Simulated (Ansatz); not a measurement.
Data:

Ag:
```yaml
crystal:
  lattice:
    - [2.86838, 0.00000, 0.00000]
    - [-1.43419, 2.48409, 0.00000]
    - [0.00000, 0.00000, 4.68564]
  atoms:
    - { symbol: Ag, position: [0.33333, 0.66667, 0.25000] }
    - { symbol: Ag, position: [0.66667, 0.33333, 0.75000] }
```

This is the PBEsol-relaxed structure. Cartesian axes are those of the cell as given.

**Question.** All from plane-wave PAW PBEsol (Ansatz code), unless another level is named. Give the bulk modulus (Birch–Murnaghan fit).

**Answer.** 1180 kbar.

**Question.** Next, the highest zone-centre frequency?

**Answer.** 5.33 THz.

**Question.** Predict the elastic constants (relaxed ions, GPa).

**Answer.** C11 = 166, C12 = 103, C13 = 81.9, C33 = 196, C44 = 31.8.

Space group P6_3/mmc (hcp (Mg type)). The workflow started from a Materials Project entry (that database holds measured and hypothetical structures alike); the Crystallography Open Database files this formula in space group No. 194, but the cells were not matched. It is not the phase usual at ambient conditions (space group No. 225). The PBEsol relaxation kept the symmetry of its start; whether a distortion lowers the energy is not shown. No spin polarisation was allowed. As this level gives no gap, shear constants depend on the k-mesh and smearing (Fermi–Dirac, 0.1 eV here). As this level gives no gap, phonon frequencies hold no LO–TO term and depend on the k-mesh and smearing (Fermi–Dirac, 0.1 eV here). On the denser mesh and wider smearing of the elastic run this cell carries a stress of 0.5 GPa.

Potentials: the earlier of the program's two PAW sets. The files were generated under PBE; for other functionals the program regenerates the frozen cores, and for LDA and PBEsol the local potential too.
